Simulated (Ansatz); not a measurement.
Co₂C (space group Pnnm)

```
CELL_PARAMETERS angstrom
      4.30107     0.00000     0.00000
      0.00000     4.31411     0.00000
      0.00000     0.00000     2.84028
ATOMIC_POSITIONS crystal
  Co 0.35276 0.25620 0.00000
  Co 0.64724 0.74380 0.00000
  Co 0.14724 0.75620 0.50000
  Co 0.85276 0.24380 0.50000
  C  0.00000 0.00000 0.00000
  C  0.50000 0.50000 0.50000
```

Equation-of-state scan: isotropic scaling of the cell above, V₀ being its volume. The atoms relax within the cell's symmetry.

These are PBEsol (plane waves to 420 eV, PAW, scalar-relativistic; Ansatz, a first-principles code) values and carry that method's errors. k mesh 11×11×16 (Γ-centred), Fermi-Dirac smearing 0.05 eV. Compression counts positive. Co2C is run without spin polarisation. Co2C was relaxed with its symmetry unable to fall.

At one point of the scan the stress tensor (GPa) is:

```
  -14.0      0.0      0.0
    0.0    -14.5      0.0
    0.0      0.0    -15.2
```

**Question.** Which point is it?
(A) V/V₀ = 1.048
(B) V/V₀ = 1.012
(C) V/V₀ = 1.036
(D) V/V₀ = 1.060

**Answer.** D, V/V₀ = 1.060

(Under strain, the slope of the energy per volume gives the stress and its curvature an elastic modulus.)
